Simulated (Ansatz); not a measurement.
GeSb4Te4: ideal shear of a crystal plane

The calculation used DFT PBE, scalar-relativistic, plane waves, PAW in Ansatz 0.2.0. Settings: plane waves to 420 eV, k-mesh 9×9×2 (Γ-centred), Gaussian smearing 0.03 eV. No spin polarisation. Energies are free energies at this smearing, counted from the undisturbed cell; pressure is positive in compression.

Reference structure (relaxed at this level; it needn't be the usual structure):

```
Ge Sb Te
1.0
    -4.32998    0.00000    0.00000
    -2.16499   -3.74988    0.00000
     0.00000    0.00000   17.64861
Ge Sb Te
1 4 4
Direct
  0.00000 0.00000 0.61905
  0.33333 0.33333 0.16315
  0.66667 0.66667 0.07495
  0.66667 0.66667 0.40982
  0.33333 0.33333 0.82828
  0.33333 0.33333 0.52357
  0.66667 0.66667 0.71453
  0.00000 0.00000 0.31302
  0.00000 0.00000 0.92508
```

The cut lies on the cell's a–b face, a (0 0 1) plane (indices in the standard cell, whose axes needn't be the Cartesian ones shown) of area 16.24 Å², between layers 2.64 Å apart. Vector c is tilted by f times 1·a + 0·b (length 4.330 Å) with the atoms' Cartesian places fixed: one unrelaxed fault a cell. The traction is dγ/du, the slope of γ against the slip u in Å. Some rows repeat others by symmetry and weren't run.

```csv
f,γ (mJ/m²),traction (GPa)
0.0000,0,0.0
0.1000,31,1.5
0.2000,125,2.8
0.3000,264,3.4
0.4000,396,2.4
0.5000,452,0.0
0.6000,396,-2.4
0.7000,264,-3.4
0.8000,125,-2.8
0.9000,31,-1.5
```

Question: Read off the first barrier and the stress needed to climb it, and compare with Frenkel's sinusoid.

Answer: The first sampled maximum lies at f = 0.500, a slip of 2.16 Å, with γ ≈ 452 mJ/m², which stands in for the unstable fault energy γ_us, and the steepest sampled slope before it is 3.4 GPa. A sinusoid γ = γ_us sin²(πu/λ) with its maximum there has λ = 4.33 Å and a largest slope πγ_us/λ = 3.3 GPa (1 mJ/m² per Å = 0.01 GPa). The stand-in is too high: the stress and forces give a traction of 5.9 GPa across the line at this point, so it is no saddle, and slip that bends off the line crosses lower.

Question: Is there a metastable fault on this line?

Answer: Apart from points where γ returns to about zero, no local minimum shows among the samples, so at this sampling the line offers no fault for a dislocation to split on; a fault can still lie off the line.

The cut is rigid; relaxing the faces lowers these energies and usually the stresses.

Cost: 6 runs of about 6.1 core-minutes in all, on AMD EPYC 9R45 (Zen 5) (shared hosts).